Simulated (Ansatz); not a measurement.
## Rocksalt alloy of MgO and ZnO (12 of 32 Mg sites exchanged), 64 atoms

These are results of Ansatz 0.2.0, DFT, PBEsol, PAW, plane waves, not measurements.

Command:

```sh
ansatz run in.yaml --threads 8 --pin off --max-ram 118750MiB --runs-dir r --events-out ev --progress --plain --backend cuda --devices 0,
```

The input less its lattice and atoms:

```yaml
crystal:
  symmetry: { detect: false }
kpoints:
  mp_grid: { grid: [1, 1, 1], shift: [0.25, 0.25, 0.25] }
hamiltonian:
  xc: pbesol
scf:
  occupations: { method: fermi_dirac, width: 0.01 }
relax:
  f_tol: 0.03
  max_steps: 80
  escape_saddle: false
  adjacent_minimum: "off"
  cell: { fix: [shape] }
output:
  forces: true
  eigenvalues: true
  populations: true
```

Start:

```xyz
64
Lattice="8.4674 0.0000 0.0000 0.0000 8.4674 0.0000 0.0000 0.0000 8.4674" Properties=species:S:1:pos:R:3 pbc="T T T"
O     2.1207    8.4550    0.0019
O     2.1169    0.0062    4.2106
O     2.1311    4.2612    8.4569
O     2.1488    4.2336    4.2370
O     6.3630    8.4323    0.0031
O     6.3744    8.4290    4.2526
O     6.3774    4.2505    8.4581
O     6.3166    4.2291    4.2013
O     0.0327    2.0835    8.4305
O     8.4555    2.1514    4.2770
O     0.0219    6.3795    0.0143
O     8.4286    6.3685    4.2131
O     4.2709    2.1259    0.0348
O     4.2870    2.1227    4.2385
O     4.2169    6.3148    8.4412
O     4.2463    6.3880    4.2090
O     0.0093    8.4482    2.0994
O     8.4595    0.0153    6.3771
O     0.0138    4.2502    2.1356
O     0.0164    4.2110    6.3472
O     4.2319    0.0156    2.1183
O     4.2321    8.4494    6.3536
O     4.2172    4.2742    2.1567
O     4.2324    4.1924    6.3212
O     2.1139    2.1253    2.1066
O     2.1021    2.1464    6.3349
O     2.1407    6.3565    2.1203
O     2.0939    6.3544    6.3681
O     6.3217    2.1423    2.1234
O     6.3336    2.1115    6.3731
O     6.3474    6.3242    2.1111
O     6.3175    6.3937    6.3329
Zn    8.4621    8.4289    0.0409
Zn    8.4596    0.0069    4.2572
Zn    4.2243    0.0152    0.0003
Zn    4.2577    4.2192    8.4422
Zn    2.1394    2.1247    8.4524
Zn    2.1431    2.1020    4.2453
Zn    2.1215    6.3424    8.4423
Zn    6.3608    6.3717    0.0250
Zn    6.3330    6.3541    4.2716
Zn    2.0777    8.4649    6.3506
Zn    2.1062    4.2209    2.0947
Zn    4.2310    6.3259    6.3277
Mg    8.4499    4.2481    0.0284
Mg    8.4455    4.2451    4.2454
Mg    4.2020    0.0043    4.2385
Mg    4.2451    4.2197    4.2103
Mg    2.0898    6.3400    4.2521
Mg    6.3561    2.1018    8.4561
Mg    6.3320    2.0873    4.1875
Mg    2.0743    8.4527    2.1561
Mg    2.1318    4.2017    6.3290
Mg    6.3540    8.4333    2.1155
Mg    6.3368    8.4603    6.3449
Mg    6.3416    4.2441    2.1022
Mg    6.3798    4.2470    6.3702
Mg    8.4412    2.1186    2.1586
Mg    0.0053    2.1283    6.3790
Mg    0.0054    6.3582    2.1286
Mg    0.0469    6.3574    6.3421
Mg    4.2215    2.1001    2.1186
Mg    4.2432    2.1189    6.3591
Mg    4.2677    6.3359    2.1254
```

Steps:

```
 step  energy less the first (eV)  largest force component (eV/Å)  pressure (GPa)
start                       0.000                           0.792            0.61
    1                      -0.399                           0.434            0.18
    2                      -0.577                           0.172            0.10
    3                      -0.608                           0.010           -0.01
    4                      -0.608                           0.010           -0.01
```

A structure on the way, about -0.58 eV from the start:

```xyz
64
Lattice="8.4676 0.0000 0.0000 0.0000 8.4676 0.0000 0.0000 0.0000 8.4676" Properties=species:S:1:pos:R:3 pbc="T T T"
O     2.1288    0.0015    0.0097
O     2.1327    8.4572    4.2066
O     2.0985    4.2359    8.4557
O     2.1256    4.2591    4.2692
O     6.3479    0.0073    0.0052
O     6.3409    0.0143    4.2339
O     6.3800    4.2178    8.4665
O     6.3475    4.2123    4.2364
O     8.4496    2.1364    8.4627
O     8.4440    2.1390    4.2329
O     0.0063    6.3401    8.4672
O     0.0229    6.3282    4.2302
O     4.2527    2.1292    0.0099
O     4.2657    2.1090    4.2352
O     4.2276    6.3355    0.0045
O     4.2145    6.3613    4.2147
O     0.0022    0.0008    2.1066
O     8.4575    8.4639    6.3461
O     8.4522    4.2345    2.1170
O     8.4654    4.2354    6.3519
O     4.2412    0.0046    2.1370
O     4.2493    0.0214    6.3387
O     4.2513    4.2418    2.1502
O     4.2340    4.2060    6.3295
O     2.1147    2.1025    2.1195
O     2.1218    2.1380    6.3518
O     2.1198    6.3810    2.1442
O     2.0883    6.3338    6.3283
O     6.3555    2.1172    2.1151
O     6.3464    2.1106    6.3646
O     6.3482    6.3489    2.1036
O     6.3681    6.3533    6.3474
Zn    8.4672    8.4570    0.0108
Zn    8.4568    8.4641    4.2417
Zn    4.2205    0.0039    0.0024
Zn    4.2374    4.2362    8.4621
Zn    2.1037    2.1150    0.0054
Zn    2.1216    2.1179    4.2445
Zn    2.1264    6.3443    8.4590
Zn    6.3487    6.3645    0.0069
Zn    6.3481    6.3537    4.2525
Zn    2.1063    8.4632    6.3582
Zn    2.1171    4.2331    2.1175
Zn    4.2415    6.3496    6.3509
Mg    0.0001    4.2403    0.0094
Mg    8.4657    4.2272    4.2364
Mg    4.2198    8.4590    4.2419
Mg    4.2374    4.2256    4.2305
Mg    2.1207    6.3444    4.2353
Mg    6.3470    2.1068    8.4644
Mg    6.3443    2.1109    4.2240
Mg    2.1070    8.4639    2.1159
Mg    2.1237    4.2222    6.3572
Mg    6.3490    8.4519    2.1147
Mg    6.3494    8.4539    6.3518
Mg    6.3444    4.2405    2.1178
Mg    6.3540    4.2368    6.3636
Mg    0.0064    2.1161    2.1216
Mg    0.0073    2.1122    6.3590
Mg    0.0049    6.3520    2.1227
Mg    0.0142    6.3567    6.3538
Mg    4.2264    2.1082    2.1080
Mg    4.2391    2.1166    6.3543
Mg    4.2302    6.3386    2.1130
```

End:

```xyz
64
Lattice="8.4688 0.0000 0.0000 0.0000 8.4688 0.0000 0.0000 0.0000 8.4688" Properties=species:S:1:pos:R:3 pbc="T T T"
O     2.1208    0.0001    0.0116
O     2.1350    8.4503    4.2190
O     2.1041    4.2341    8.4575
O     2.1202    4.2569    4.2597
O     6.3506    0.0167    0.0027
O     6.3298    0.0143    4.2362
O     6.3733    4.2128    8.4685
O     6.3508    4.2119    4.2378
O     8.4506    2.1384    0.0028
O     8.4530    2.1366    4.2359
O     0.0045    6.3311    0.0024
O     0.0214    6.3302    4.2343
O     4.2533    2.1194    0.0038
O     4.2536    2.1168    4.2362
O     4.2325    6.3477    0.0109
O     4.2110    6.3480    4.2113
O     8.4687    8.4678    2.1166
O     8.4487    8.4656    6.3539
O     8.4481    4.2360    2.1195
O     0.0031    4.2338    6.3554
O     4.2340    8.4686    2.1414
O     4.2532    0.0140    6.3351
O     4.2544    4.2368    2.1404
O     4.2334    4.2109    6.3311
O     2.1162    2.0973    2.1162
O     2.1179    2.1312    6.3572
O     2.1171    6.3784    2.1379
O     2.0964    6.3333    6.3341
O     6.3515    2.1127    2.1163
O     6.3526    2.1117    6.3566
O     6.3527    6.3539    2.1134
O     6.3709    6.3507    6.3551
Zn    8.4670    0.0014    0.0026
Zn    8.4664    8.4668    4.2345
Zn    4.2367    0.0004    0.0044
Zn    4.2396    4.2300    0.0004
Zn    2.1145    2.1178    0.0013
Zn    2.1222    2.1181    4.2383
Zn    2.1167    6.3518    0.0008
Zn    6.3540    6.3476    0.0016
Zn    6.3503    6.3453    4.2319
Zn    2.1179    8.4645    6.3518
Zn    2.1157    4.2403    2.1249
Zn    4.2326    6.3481    6.3480
Mg    0.0067    4.2351    0.0033
Mg    0.0043    4.2341    4.2376
Mg    4.2315    8.4643    4.2389
Mg    4.2320    4.2352    4.2363
Mg    2.1169    6.3560    4.2382
Mg    6.3515    2.1131    0.0011
Mg    6.3523    2.1131    4.2373
Mg    2.1158    0.0024    2.1123
Mg    2.1230    4.2355    6.3613
Mg    6.3516    8.4649    2.1174
Mg    6.3491    8.4584    6.3560
Mg    6.3502    4.2360    2.1164
Mg    6.3494    4.2373    6.3564
Mg    0.0067    2.1162    2.1199
Mg    0.0072    2.1085    6.3536
Mg    0.0022    6.3545    2.1160
Mg    0.0020    6.3571    6.3556
Mg    4.2271    2.1196    2.1153
Mg    4.2281    2.1110    6.3591
Mg    4.2311    6.3499    2.1076
```

Self-consistency was reached.

Time: 6.2 s of wall time on one NVIDIA GB300 with 8 processor threads, on a host shared with other runs; peak host memory 1.9 GiB.

Task: How much energy did the relaxation gain, and which atom moved most?

Result: 0.61 eV in 4 steps, from a start with small random displacements; atom 9 (O) moved 0.08 Å, the median atom 0.04 Å (drift of the whole cell removed).
